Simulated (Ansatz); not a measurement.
Values for one crystal, relaxed and computed with PBEsol in the plane-wave PAW code Ansatz; other levels are named.

| Item | Result |
|---|---|
| Volume per atom | 16.11 Å³ |
| Electronic character | metallic (no gap) |
| Debye temperature from the elastic constants | 235 K |
| Elastic constants (relaxed ions, GPa) | C11 = 184, C12 = 138, C44 = 62.8 |
| Hill bulk and shear moduli | 153 and 41.9 GPa |
| Young's modulus | 115 GPa |
| Bulk modulus (Birch–Murnaghan fit) | 153 GPa |

Problem. Which of these materials gives this?
(A) NbIr3, Cu3Au type
(B) Cu3Pd, Cu3Au type
(C) YPb3, Cu3Au type
(D) Ag3Pt, Cu3Au type

Solution. D, Ag3Pt, Cu3Au type

Space group Pm-3m (Cu3Au type). The workflow started from an entry of the Crystallography Open Database (COD). Its standing as an ambient phase is unchecked. The cell was relaxed with PBEsol under the symmetry of its start; whether a distortion lowers the energy is not shown. No spin polarisation was allowed. As this level gives no gap, shear constants depend on the k-mesh and smearing (Fermi–Dirac, 0.1 eV here). Spin–orbit coupling is left out wherever it is not named.

Potentials: the later of the program's two PAW sets.
